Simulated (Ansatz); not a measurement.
Total density of states per atom from DFT-LDA in the program Ansatz with PAW potentials, in 0.25 eV bins, energy from the Fermi level:

| E (eV) | states/eV/atom |
|---|---|
| -7.85 | 0.13 |
| -7.60 | 0.06 |
| -7.35 | 0.03 |
| -7.10 | 0.00 |
| -6.85 | 0.00 |
| -6.60 | 0.00 |
| -6.35 | 0.00 |
| -6.10 | 0.00 |
| -5.85 | 0.00 |
| -5.60 | 0.00 |
| -5.35 | 0.00 |
| -5.10 | 0.56 |
| -4.85 | 0.66 |
| -4.60 | 0.43 |
| -4.35 | 0.37 |
| -4.10 | 0.34 |
| -3.85 | 0.66 |
| -3.60 | 1.02 |
| -3.35 | 0.70 |
| -3.10 | 0.67 |
| -2.85 | 1.01 |
| -2.60 | 1.28 |
| -2.35 | 1.18 |
| -2.10 | 1.67 |
| -1.85 | 1.54 |
| -1.60 | 1.10 |
| -1.35 | 0.85 |
| -1.10 | 0.21 |
| -0.85 | 0.13 |
| -0.60 | 0.02 |
| -0.35 | 0.00 |
| -0.10 | 0.00 |
| 0.15 | 0.00 |
| 0.40 | 0.03 |
| 0.65 | 0.15 |
| 0.90 | 0.40 |
| 1.15 | 0.31 |
| 1.40 | 0.26 |
| 1.65 | 0.27 |
| 1.90 | 0.20 |
| 2.15 | 0.20 |
| 2.40 | 0.20 |
| 2.65 | 0.25 |
| 2.90 | 0.27 |
| 3.15 | 0.34 |
| 3.40 | 0.44 |
| 3.65 | 0.80 |
| 3.90 | 1.18 |
| 4.15 | 1.25 |
| 4.40 | 1.60 |
| 4.65 | 1.58 |

### Question
Which compound is it?
A) TePb, zinc blende
B) CsGeI3, cubic perovskite
C) SbSI, P2_1/m (Pearson symbol mP12)
D) GeSe, Pnma (Ge on 4c, Se on 4c)

### Answer
B, CsGeI3, cubic perovskite. Within 0.5 eV of the Fermi level: Ge 4p 71 %, I 5p 13 %, I 5s 8 %. Projections are on Löwdin-orthogonalised atomic valence shells; empty p or d shells of many metals are not among them.

Space group Pm-3m (cubic perovskite). The first step of the workflow began from a Materials Project structure, measured or hypothetical; the Crystallography Open Database copy checked does not list it. COD files the formula under space group No. 160, so this cell is another polymorph or a model. Its standing as an ambient phase is unchecked. The LDA relaxation kept the symmetry of its start; of distortions, only those at the zone centre were tested, and some modes there are weakly imaginary. Spin–orbit coupling is left out wherever it is not named.

Potentials: the later of the program's two PAW sets.
